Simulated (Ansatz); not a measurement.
Data:

ZnSe:
```yaml
crystal:
  lattice:
    - [-1.86874, 1.86874, 2.64665]
    - [1.86874, -1.86874, 2.64665]
    - [1.86874, 1.86874, -2.64665]
  atoms:
    - { symbol: Zn, position: [0.00000, 0.00000, 0.00000] }
    - { symbol: Se, position: [0.50000, 0.50000, 0.00000] }
```

This is the PBE+D3(BJ)-relaxed structure.

**Question.** All from plane-wave PAW PBE+D3(BJ) (Ansatz code), unless another level is named. Estimate the electronic character.

**Answer.** metallic (no gap).

**Question.** And the density of states at the Fermi level?

**Answer.** 0.34 states/eV per atom (mean over ±0.08 eV).

**Question.** Give the formation energy from the elements (no fitted shifts).

**Answer.** -0.43 eV/atom.

**Question.** And the gap with spin–orbit coupling?

**Answer.** none (metallic).

Space group Fm-3m (rock salt). This is a known high-pressure phase of the composition, computed here at zero pressure and temperature. Symmetry was held in the PBE+D3(BJ) relaxation; whether a distortion lowers the energy is not shown. The references are the lowest solids computed at this level, not always the standard phases. Scalar-relativistic: spin–orbit coupling is off unless named, which matters more the heavier the elements.

Potentials: the later of the program's two PAW sets.
